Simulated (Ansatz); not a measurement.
## FeGe: pressure against volume

FeGe, P6/mmm, a = 4.899 Å, c = 3.975 Å. The structure is a Materials Project entry; whether it is the stable form wasn't checked. Ansatz: PBEsol, PAW, 420 eV, Γ-centred 12×12×10 mesh on 6 atoms, Gaussian smearing 0.10 eV; collinear spin, largest moment 1.3 μB. Shape and atoms are relaxed at each volume; pressure is positive in compression.

```tsv
V (Å³/atom)	P (GPa)
12.119	?
12.532	19.87
12.945	12.03
13.358	5.48
13.771	0.00
14.184	-4.55
14.597	-8.37
15.148	-12.52
```

Question: Take V0 = 13.771 Å³/atom, fit the third-order Birch–Murnaghan form to the other rows, and predict the missing pressure.

Answer: With the Eulerian strain f = ½[(V0/V)^(2/3) − 1] and y = P/[3f(1 + 2f)^(5/2)], the form is the line y = B0 + 1.5 B0 (B0′ − 4) f. Rows (f, y): 0.03244, 174.5; 0.02105, 171.8; 0.01025, 169.4; -0.00975, 163.4; -0.01904, 161.5; -0.03078, 158.9. Means f = 0.0006950, y = 166.58; Σ(Δf)² = 0.003003, ΣΔfΔy = 0.7598; the slope is their ratio. y = 166.4 + 253.1 f GPa, so B0 = 166.4 GPa and B0′ = 4 + 2 × (253.1)/(3 × 166.4) = 5.01. At V = 12.119, f = 0.04446, y = 177.65 and P = 29.32 GPa. The run gave 29.26 GPa, so the fit is 0.06 GPa too high, a small miss on the scale of the series. Note that the largest moment runs from 1.12 to 1.53 μB along the series.

The largest moment runs from 1.12 to 1.53 μB along the series, so B0 and B0′ hold the change of the moment too.

Only parallel moments were tried here.